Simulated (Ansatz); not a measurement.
# Computed properties of C

C:
```cif
data_C6
_chemical_formula_sum 'C6'
_space_group_name_H-M_alt 'P 1'
_space_group_IT_number 1
_cell_length_a 3.57163
_cell_length_b 3.57163
_cell_length_c 3.37703
_cell_angle_alpha 90.000
_cell_angle_beta 90.000
_cell_angle_gamma 120.000
loop_
_space_group_symop_operation_xyz
  'x, y, z'
loop_
_atom_site_label
_atom_site_type_symbol
_atom_site_fract_x
_atom_site_fract_y
_atom_site_fract_z
_atom_site_occupancy
C1 C 0.23260 0.46519 0.25000 1
C2 C 0.53481 0.76740 0.58333 1
C3 C 0.23260 0.76740 0.91667 1
C4 C 0.76740 0.53481 0.75000 1
C5 C 0.46519 0.23260 0.08333 1
C6 C 0.76740 0.23260 0.41667 1
```

Space group P6_122 (No. 178); conventional cell a = b = 3.5716 Å, c = 3.3770 Å, α = β = 90.00°, γ = 120.00°.

Method: PBE in the plane-wave PAW code Ansatz. Geometry: relaxed at this level of theory. Other levels are named where they apply.

Cell and energy:

```yaml
volume_per_atom: 6.22 Å³
density: 3.21 g/cm³
```

Electronic structure:

```yaml
band_gap: 4.13 eV (indirect)
valence_band_maximum: on the L–M line, 8 % of the way from L
conduction_band_minimum: on the Γ–A line, 39 % of the way from Γ (2 equivalent valleys)
smallest_direct_gap_on_the_standard_path: 4.96 eV
electron_effective_mass: 0.30, 4.8, 4.8 mₑ (principal values)
hole_effective_mass: 0.57, 0.79, 1.1 mₑ (principal values)
```

Mechanics:

```yaml
Bulk modulus (Birch–Murnaghan fit): 387 GPa
Pressure derivative B′: 3.7
```

The start of the workflow was typed in or built on a structure type; neither database checked (COD, Materials Project) lists it. It is not the phase usual at ambient conditions (space group No. 194, 227). The cell was relaxed with PBE under the symmetry of its start; its stability against distortions is not shown here.

Potentials: the later of the program's two PAW sets.
